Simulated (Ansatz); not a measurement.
Yb (bcc (W type), Im-3m) at seven volumes, the program Ansatz at the LDA level (PAW), scaled uniformly. One row is withheld.

```tsv
V (Å³/atom)	P (GPa)
26.543	3.08
27.418	1.90
28.293	0.89
29.168	0.00
30.043	-0.77
30.918	-1.44
31.793	?
```

### Question
Fit the shown pressures and predict the withheld one.

### Answer
Third-order Birch–Murnaghan: P = (3/2)B₀(x^(7/2) − x^(5/2))[1 + (3/4)(B′ − 4)(x − 1)] with x = (V₀/V)^(2/3). Least squares on the six rows gives V₀ = 29.169 Å³/atom, B₀ = 27.50 GPa, B′ = 3.65. At V = 31.793, x = 0.9442 and P = -2.02 GPa. The run itself gave -2.02 GPa.

The first step of the workflow began from a Materials Project structure, measured or hypothetical; the Crystallography Open Database copy checked does not list it. It is not the phase usual at ambient conditions (space group No. 225). The LDA relaxation kept the symmetry of its start; its stability against distortions is not shown here. No spin polarisation was allowed. The 4f shell is in the valence. No Hubbard U is applied. Scalar-relativistic: spin–orbit coupling is off unless named, which matters more the heavier the elements.

Potentials: the later of the program's two PAW sets.
